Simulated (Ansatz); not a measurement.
Phonons of LaC in the rocksalt structure

The computed numbers are results of PBEsol, scalar-relativistic (no spin polarisation) in the plane-wave PAW code Ansatz at 420 eV, Gaussian smearing of 0.15 eV; PAW files: Ansatz's generated set soft_2.

```
La C
1.0
     0.00000    2.67477    2.67477
     2.67477    0.00000    2.67477
     2.67477    2.67477    0.00000
La C
1 1
Cartesian
  2.6748 2.6748 2.6748
  0.0000 0.0000 0.0000
```

The structure was built from a prototype; whether the compound forms in it isn't claimed.

Force constants come from finite displacements in a 3×3×3 supercell (the unit cell's 12×12×12 k-mesh, folded to it); the long-range dipole term is not included. Points in reciprocal vectors of this cell: Γ = (0.000, 0.000, 0.000), X = (0.500, 0.000, 0.500), U = (0.625, 0.250, 0.625), K = (0.375, 0.375, 0.750), L = (0.500, 0.500, 0.500), W = (0.500, 0.250, 0.750).

Problem. Is the structure dynamically stable along this path, and where does the spectrum end?

Solution. No: a branch is imaginary, down to 188i cm⁻¹ at Γ. The highest frequency is 400 cm⁻¹, at L. Points that don't fit the supercell are interpolated.

Frequencies at the named points (cm⁻¹, imaginary ones negative):
```tsv
point	ω (cm⁻¹)
Γ	-188 -188 -188 0 0 0
X	-179 -179 -81 87 87 154
U	-145 85 121 125 180 183
K	-145 85 121 125 180 183
L	81 81 160 223 223 400
W	65 67 79 79 177 177
```

The crystal is a metal or nearly so; low and unstable modes depend on mesh and smearing.

Run time: 4.6 min on 4 threads of Arm Neoverse V1, on a shared host, peak memory 6.1 GiB.

For elements this heavy, spin–orbit coupling would shift levels and gaps; it isn't included here. The cell is a metal with an odd number of electrons, and spin polarisation wasn't tried.
